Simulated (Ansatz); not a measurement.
Data:

Ag:
```
Ag
1.0
    0.00000     2.05223     2.05223
    2.05223     0.00000     2.05223
    2.05223     2.05223     0.00000
Ag
1
Direct
  0.00000   0.00000   0.00000
```

This is the r²SCAN-relaxed structure.

Question: All from DFT-r²SCAN in the program Ansatz with PAW potentials, unless another level is named. Give the density of states at the Fermi level.

Answer: 0.26 states/eV per atom (mean over ±0.08 eV).

Question: What about the gap with spin–orbit coupling?

Answer: none (metallic).

Space group Fm-3m (fcc (Cu type)). Symmetry was held in the r²SCAN relaxation. No spin polarisation was allowed. Spin–orbit coupling is left out wherever it is not named.

Potentials: the later of the program's two PAW sets.
